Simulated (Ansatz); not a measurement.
## Kick test of a cell of Al2Ga3Sb5

It was reached by relaxing an invented guess, and it needn't be the stable form of this composition.

All numbers below come from DFT PBE, scalar-relativistic, plane waves, PAW in Ansatz 0.2.0. Plane waves to 420 eV, a k mesh through Γ of 12×12×12 on the computed 10-atom cell and Gaussian smearing (0.01 eV); no spin polarisation.

The cell below (10 atoms, space group I-4m2 (No. 119)) is relaxed within its symmetry.

```
CELL_PARAMETERS angstrom
-2.19912 2.19912 15.54231
2.19912 -2.19912 15.54231
2.19912 2.19912 -15.54231
ATOMIC_POSITIONS crystal
Al 0.85005 0.35005 0.50000
Al 0.64995 0.14995 0.50000
Ga 0.25000 0.75000 0.50000
Ga 0.45017 0.95017 0.50000
Ga 0.04983 0.54983 0.50000
Sb 0.70001 0.70001 0.00000
Sb 0.29999 0.29999 0.00000
Sb 0.90012 0.90012 0.00000
Sb 0.50000 0.50000 0.00000
Sb 0.09988 0.09988 0.00000
```

For the test it was strained at random (σ = 1.5 % a component), the atoms were moved at random (σ = 0.05 Å), and all was relaxed again on a coarse 6×6×6 mesh (in the run’s order of axes) with 0.20 eV smearing, with no symmetry imposed.

These runs have no spin–orbit coupling, which can matter for Sb.

Task: Does it come back?

Result: It returns, within 1 meV/atom of the unmoved cell on that mesh and with the same symmetry when read at 0.1 Å (P1 at 0.01 Å, so small strains and shifts remain). So it is stable against the distortions that fit this cell and that this random move excites. Modes that don't fit the cell aren't tested.
